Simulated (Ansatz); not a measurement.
Method: DFT PBE, scalar-relativistic, plane waves, PAW (Ansatz 0.2.0). All cells share a 420 eV cutoff and Γ-centred k meshes spaced at most about 0.3 Å⁻¹ (about 0.25 or finer for metals, 2π included). Collinear spin in cells that started with moments and kept them past the coarse steps, no spin elsewhere.

All energies are static (0 K, no zero-point motion). All come from trial cells, and lower structures may exist.

**Question.** These unrelaxed guesses for CoGe3Pd are each relaxed within their symmetry. Order them by the energy at which they end, lowest first.
A.

```xyz
5
Lattice="4.6562 0.0000 0.0000 0.0000 4.6562 0.0000 0.0000 0.0000 4.2276" Properties=species:S:1:pos:R:3 pbc="T T T"
Co    0.0000    0.0000    2.1138
Ge    0.0000    2.3281    0.0000
Ge    2.3281    0.0000    0.0000
Ge    2.3281    2.3281    2.1138
Pd    0.0000    0.0000    0.0000
```

B.

```xyz
5
Lattice="4.2326 0.0000 0.0000 0.0000 4.2326 0.0000 0.0000 0.0000 4.2326" Properties=species:S:1:pos:R:3 pbc="T T T"
Co    0.0000    0.0000    0.0000
Ge    0.0000    2.1163    2.1163
Ge    2.1163    0.0000    2.1163
Ge    2.1163    2.1163    0.0000
Pd    2.1163    2.1163    2.1163
```

C.

```xyz
5
Lattice="4.1871 0.0000 0.0000 0.0000 4.1871 0.0000 0.0000 0.0000 4.1871" Properties=species:S:1:pos:R:3 pbc="T T T"
Co    0.0000    0.0000    0.0000
Ge    2.0935    0.0000    0.0000
Ge    0.0000    2.0935    0.0000
Ge    0.0000    0.0000    2.0935
Pd    2.0935    2.0935    2.0935
```

**Answer.** C (ends in Pm-3m, antiperovskite type, 0 meV/atom), A (ends in P4/mmm, 0.49 eV/atom), B (ends in Pm-3m, antiperovskite type, 0.61 eV/atom). Even the lowest end lies +0.21 eV/atom against the elements.

Another magnetic order may lie lower. Trial moments died out on the coarse mesh in Pm-3m; another magnetic start might hold. Cells relaxed within their symmetry can be saddle points. Some types were kept out of the candidates beforehand, so the set may lack a known form.
